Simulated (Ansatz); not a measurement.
Here is the system:

ScF$_{3}$:
```
ScF3
1.0
    2.81179     1.62339     4.65566
   -2.81179     1.62339     4.65566
    0.00000    -3.24678     4.65566
Sc F
2 6
Cartesian
  0.00000   0.00000   6.98348
  0.00000   0.00000   0.00000
  1.27042  -1.04635   8.14740
 -1.27042   1.04635   5.81957
  0.27096   1.62339   8.14740
 -0.27096  -1.62339   5.81957
 -1.54138  -0.57704   8.14740
  1.54138   0.57704   5.81957
```

This is the r²SCAN-relaxed structure. Tensor components refer to the Cartesian frame of this cell.

All from r²SCAN (plane waves, PAW; program Ansatz), unless another level is named. Predict the Young's modulus.

37.5 GPa.

Predict the highest zone-centre frequency (without LO–TO term).

637 cm⁻¹.

And the vibrational entropy at 300 K?

25.0 J/(K·mol of atoms).

What about the elastic constants (relaxed ions, GPa)?

C11 = 39.9, C12 = -26.9, C13 = 7.0, C14 = -14.1, C33 = 60.1, C44 = 25.6.

Space group R-3c. The workflow started from a Materials Project entry (that database holds measured and hypothetical structures alike); the Crystallography Open Database copy checked does not list it. COD files the formula under space group No. 155, 191, 194, 221, so this cell is another polymorph or a model. Whether it is the stable phase at ambient conditions was not checked. Symmetry was held in the r²SCAN relaxation; phonons on a q-mesh show no instability. No spin polarisation was allowed.

Potentials: the later of the program's two PAW sets.
